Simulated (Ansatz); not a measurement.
Consider the following.

TaTlP2O8:
```
CELL_PARAMETERS angstrom
      5.19889     0.00000     0.00000
     -2.59944     4.50237     0.00000
      0.00000     0.00000     8.04552
ATOMIC_POSITIONS crystal
  Ta 0.00000 0.00000 0.00000
  Tl 0.00000 0.00000 0.50000
  P  0.33333 0.66667 0.21923
  P  0.66667 0.33333 0.78077
  O  0.82501 0.65002 0.85701
  O  0.34998 0.17499 0.85701
  O  0.82501 0.17499 0.85701
  O  0.65002 0.82501 0.14299
  O  0.17499 0.34998 0.14299
  O  0.17499 0.82501 0.14299
  O  0.33333 0.66667 0.40271
  O  0.66667 0.33333 0.59729
```

This is the r²SCAN+D4-relaxed structure.

Problem. All from r²SCAN+D4 in the plane-wave PAW code Ansatz, unless another level is named. Predict the formation energy from the elements (no fitted shifts).

Solution. -2.45 eV/atom.

Problem. What about the weight of the conduction-edge state by species (Voronoi cells)?

Solution. Ta 59 %, O 34 %, P 7 %.

Problem. Predict the conduction-band minimum.

Solution. at Γ.

Space group P-3m1. The first step of the workflow began from a Materials Project structure, measured or hypothetical; the Crystallography Open Database copy checked does not list it. Its standing as an ambient phase is unchecked. The cell was relaxed with r²SCAN+D4 under the symmetry of its start; its stability against distortions is not shown here. The run is not spin-polarised. The references are the lowest solids computed at this level, not always the standard phases (solids in place of the gases). Scalar-relativistic: spin–orbit coupling is off unless named, which matters more the heavier the elements.

Potentials: the later of the program's two PAW sets.
